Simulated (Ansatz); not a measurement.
# Surface calculation: fcc Al (100), 4 layers

The slab is cut from the fcc crystal, the stable phase, as relaxed on PAW files (16.50 Å³/atom), with 16 Å of vacuum and a dipole correction:

```
CELL_PARAMETERS angstrom
2.85749 0.00000 0.00000
0.00000 2.85749 0.00000
0.00000 0.00000 22.06160
ATOMIC_POSITIONS crystal
Al 0.25000 0.25000 0.36262
Al 0.75000 0.75000 0.45421
Al 0.25000 0.25000 0.54579
Al 0.75000 0.75000 0.63738
```

Computed with Ansatz 0.2.0; functional PBE, scalar-relativistic. Settings: a Γ-centred 14×14×1 k mesh, Fermi–Dirac smearing of 0.08 eV, no spin polarisation. Methods: LAPW: all electrons, basis error target 1 meV/atom; PAW: frozen-core files, cutoff 420 eV.

The bulk energy comes from a cell in the slab's orientation on a 14×14×10 mesh. The surface energy is (E(slab) − N·E(bulk))/2A at zero smearing, the mean of both faces; thin slabs carry quantum-size effects.

Q: As cut, the LAPW slab lies 1.001 eV above 4 atoms of bulk. What surface energy is that?

A: Over two faces of 8.17 Å² it is 61.3 meV/Å², and times 16.02 J/m² per eV/Å² that gives γ = 0.982 J/m².

```csv
method,γ as cut (J/m²),γ relaxed (J/m²),Φ as cut (eV),Φ relaxed (eV)
LAPW,0.982,0.970,4.28,4.26
```

Q: How do the spacings between the planes relax?

A: From the bottom face up: d12 +2.5 % of 2.021 Å, d23 +3.7 % of 2.021 Å, d34 +2.5 % of 2.021 Å.

Q: A field of 0.3 V/Å is applied along the normal, atoms held. What follows?

A: LAPW finds an induced dipole of 0.1295 e·Å a cell (PAW 0.1296), that is 9.57 Å for 4πα over the area, against 6.24 Å between the outer atoms.

Q: A 2p core hole is made on one atom of each kind in every 1×1 cell (PAW hole dataset, neutral cell, valence without spin). What does it cost by layer?

A: layer 1 72.95 eV, layer 2 72.96 eV. Shifts between layers mean more than the absolute values, and a whole layer of holes screens otherwise than one hole.
